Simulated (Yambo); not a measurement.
Yambo run on Rb2RhAgF6 (space group Fm-3m, No. 225). The wavefunctions come from this Quantum ESPRESSO step (PBEsol, PseudoDojo standard norm-conserving files, scalar-relativistic):

```
&CONTROL
  calculation = 'nscf'
  pseudo_dir = './pseudo'
  outdir = './out'
/
&SYSTEM
  ibrav = 0
  nat = 10
  ntyp = 4
  ecutwfc = 88.0
  ecutrho = 352.0
  occupations = 'fixed'
  force_symmorphic = .true.
  nbnd = 337
/
&ELECTRONS
  conv_thr = 1e-08
  diago_full_acc = .true.
  diago_thr_init = 1e-08
/
ATOMIC_SPECIES
F 18.9984 F.upf
Rb 85.4678 Rb.upf
Rh 102.9055 Rh.upf
Ag 107.8682 Ag.upf
CELL_PARAMETERS angstrom
  0.000000000000   4.422235000000   4.422235000000
  4.422235000000   0.000000000000   4.422235000000
  4.422235000000   4.422235000000   0.000000000000
ATOMIC_POSITIONS crystal
F   0.229620000000   0.229620000000   0.770380000000
F   0.770380000000   0.770380000000   0.229620000000
F   0.770380000000   0.229620000000   0.229620000000
F   0.229620000000   0.770380000000   0.770380000000
F   0.229620000000   0.770380000000   0.229620000000
F   0.770380000000   0.229620000000   0.770380000000
Rb   0.250000000000   0.250000000000   0.250000000000
Rb   0.750000000000   0.750000000000   0.750000000000
Rh   0.000000000000   0.000000000000   0.000000000000
Ag   0.500000000000   0.500000000000   0.500000000000
K_POINTS automatic
2 2 2 0 0 0
```

Yambo input:

```
rim_cut
gw0
dyson
el_el_corr
HF_and_locXC
ppa
em1d
RandQpts= 1000000
RandGvec= 1 Ry
EXXRLvcs= 88 Ry
VXCRLvcs= 352 Ry
Chimod= "HARTREE"
% BndsRnXp
 9 | 335 |
%
NGsBlkXp= 8 Ry
% LongDrXp
 1.0 | 1.0 | 1.0 |
%
PPAPntXp= 27.2114 eV
% GbndRnge
 1 | 335 |
%
GTermKind= "BG"
DysSolver= "n"
ExtendOut
% QPkrange
 1 | 1 | 48 | 49 |
 2 | 2 | 48 | 49 |
 3 | 3 | 48 | 49 |
%
```

k points by index: 1 = Γ, 2 = L, 3 = X.

Resulting energies as the program prints them:

```
#    K-point    Band    Eo [eV]    E [eV]    E-Eo [eV]    Vxc [eV]    Vnlxc [eV]    Sc|Eo [eV]    Sc|E [eV]    dSc/dw|Eo [eV]    Re(Z)    Im(Z)
#
    1    48    -0.005825    -0.980204    -0.974378    -23.13725    -29.54765    5.152766    5.436019    -7.908610    0.774807    -0.001829
    1    49    2.336723    3.859551    1.522828    -24.52516    -19.26377    -3.291000    -3.738562    -7.996929    0.772866    -0.001310
    2    48    -0.064454    -1.009646    -0.945192    -22.81882    -29.18250    5.141184    5.418497    -7.981694    0.773198    -0.001910
    2    49    1.845887    3.438208    1.592321    -23.20969    -17.37097    -3.797628    -4.246398    -7.668288    0.780146    -0.001778
    3    48    0.000000    -0.948608    -0.948608    -23.06990    -29.48084    5.184090    5.462333    -7.979715    0.773242    -0.001841
    3    49    1.108614    2.529782    1.421168    -20.11279    -14.46047    -3.874788    -4.231148    -6.822644    0.799532    -0.001494
```
(The two width columns are left out.) Convergence of these settings isn't established.

Spin-orbit coupling is not included.

Geometry of the Materials Project entry, not relaxed at this level.

The structure is a Materials Project entry; no match was found in the copy of COD used, and its stability was not checked.
